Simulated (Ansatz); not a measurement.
GaSe (beta-GaS type, space group P6_3/mmc)

```
CELL_PARAMETERS angstrom
      3.76943     0.00000     0.00000
     -1.88472     3.26442     0.00000
      0.00000     0.00000    15.96417
ATOMIC_POSITIONS crystal
  Ga 0.33333 0.66667 0.17347
  Ga 0.66667 0.33333 0.67347
  Ga 0.66667 0.33333 0.82653
  Ga 0.33333 0.66667 0.32653
  Se 0.33333 0.66667 0.59965
  Se 0.66667 0.33333 0.09965
  Se 0.66667 0.33333 0.40035
  Se 0.33333 0.66667 0.90035
```

The slice is a (0001) plane (indices of the conventional cell) through the point (0.333, 0.667, 0.600) (fractional), spanned by u = [110] and v = [1 -1 0] in vectors of this cell: u (3.77 Å) and v (6.53 Å, at 90° to u). It covers one period; positions are fractions (u, v).

Method: PBE-D3(BJ) (plane waves to 420 eV, PAW, scalar-relativistic; Ansatz, a first-principles code). k mesh 10×10×2. Inside the PAW spheres the values are not all-electron values, and peaks at nuclei hang on which shells count as valence. GaSe was relaxed with its symmetry unable to fall. The PAW data are Ansatz's earlier set.

Sketch the valence electron density on this plane as a map.


```
|@%#+=-::...::-=+#%|
|##+==-:::.:::-==+#|
|++==--:::::::--==+|
|===--:::::::::--==|
|----:::::::::::---|
|::::::::::::::::::|
|.......:::::......|
|.......:::::......|
|    ..:::::::..   |
|    .:::---:::.   |
|   ..:-------:..  |
|   .:--=====--:.  |
|  .::-==+++==-::. |
| ..:--=+###+=--:..|
|...:-=+#%@%#+=-:..|
|..::-=+#@@@#+=-::.|
|..::-=+#%@%#+=-::.|
|.:::-==+###+==-:::|
|::::--==+++==--:::|
|:::::--=====--::::|
|::::::-------:::::|
|::::::::::::::::::|
|:::.............::|
|:::.............::|
|::::..       ..:::|
|--:::.       .:::-|
|----:..     ..:---|
|===--:.     .:--==|
|++==-::.   .::-==+|
|##+=--:.. ..:--=+#|
|@%#+=-:.....:-=+#%|
|@@#+=-::...::-=+#@|
```
Scale: ten equal steps from -1.52 (start of ' ') to 1.81 (end of '@'), in the order ' .:-=+*#%@'. Values: log₁₀ of the valence density in e/Å³. The map has 18 points along u (one character each, u = 0 at the left) and 32 along v (v = 0 in the bottom row). The scale is logarithmic, as a density can span decades between atoms and voids.
